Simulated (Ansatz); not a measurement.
Given:

NbSi:
```
NbSi
1.0
   -1.70558     1.70558     5.92154
    1.70558    -1.70558     5.92154
    1.70558     1.70558    -5.92154
Nb Si
2 2
Direct
  0.00089   0.00089   0.00000
  0.75089   0.25089   0.50000
  0.41511   0.41511   0.00000
  0.16511   0.66511   0.50000
```

This is the PBE-relaxed structure.

All from PBE in the plane-wave PAW code Ansatz, unless another level is named. Give the electronic character.

metallic (no gap).

Next, the density of states at the Fermi level?

1.1 states/eV per atom (mean over ±0.08 eV).

Next, the formation energy from the elements (no fitted shifts)?

-0.23 eV/atom.

Space group I4_1md. A made-up cell: these elements were put on the sites of a structure type; neither database checked (COD, Materials Project) lists it. Its standing as an ambient phase is unchecked. Symmetry was held in the PBE relaxation; whether a distortion lowers the energy is not shown. The run is not spin-polarised. The references are the lowest solids computed at this level, not always the standard phases. Spin–orbit coupling is left out wherever it is not named.

Potentials: the later of the program's two PAW sets.
